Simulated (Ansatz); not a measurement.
All numbers below come from DFT PBE, scalar-relativistic, plane waves, PAW in Ansatz 0.2.0. Settings: cutoff 420 eV, Γ-centred meshes spaced at most about 0.3 Å⁻¹, and about 0.25 Å⁻¹ or finer for metals (2π included), Gaussian smearing. No spin polarisation in the final relaxations.

Temperature and zero-point effects are left out. All come from trial cells, and lower structures may exist.

Task: Which of these relaxed structures of MoH2 is the lowest in energy?
1.

```xyz
3
Lattice="-1.4493 1.4493 2.4559 1.4493 -1.4493 2.4559 1.4493 1.4493 -2.4559" Properties=species:S:1:pos:R:3 pbc="T T T"
H     0.0000    0.0000    3.1144
H     0.0000    0.0000    1.7974
Mo    0.0000    0.0000    0.0000
```

2.

```xyz
6
Lattice="2.7420 0.0000 0.0000 -1.3710 2.3747 0.0000 0.0000 0.0000 11.2528" Properties=species:S:1:pos:R:3 pbc="T T T"
H     0.0000    0.0000    7.2690
H     0.0000    0.0000    1.6425
H     0.0000    0.0000    3.9839
H     0.0000    0.0000    9.6103
Mo    0.0000    1.5831    2.8132
Mo    1.3710    0.7916    8.4396
```

3.

```xyz
3
Lattice="0.0000 2.1676 2.1676 2.1676 0.0000 2.1676 2.1676 2.1676 0.0000" Properties=species:S:1:pos:R:3 pbc="T T T"
H     3.2514    3.2514    3.2514
H     2.1676    2.1676    2.1676
Mo    0.0000    0.0000    0.0000
```

4.

```xyz
3
Lattice="0.0000 2.2051 2.2051 2.2051 0.0000 2.2051 2.2051 2.2051 0.0000" Properties=species:S:1:pos:R:3 pbc="T T T"
H     3.3076    3.3076    3.3076
H     1.1025    1.1025    1.1025
Mo    0.0000    0.0000    0.0000
```

Result: 4. It has the fluorite type, space group Fm-3m (No. 225); the next, 3, with space group F-43m (No. 216), lies 169 meV/atom higher. Counting H atoms around Mo (those within 1.25 times the shortest such distance or 1.15 times the sum of covalent radii; a plus sign parts nearer from farther groups), the lowest has Mo 8 and the next has Mo 4+6. Even the lowest lies +0.07 eV/atom against the elements.

No dispersion correction is applied, so the spacing and binding between layers, chains or molecules are poorly described (P6_3/mmc), and this can change margins and order among such cells. With hydrogen, zero-point motion can shift such differences by 10 meV/atom or more. With atoms moved at random, Fm-3m came back. Other cells relaxed within their symmetry can be saddle points. Some candidate types were left out of the draw beforehand, so a known form may be missing.
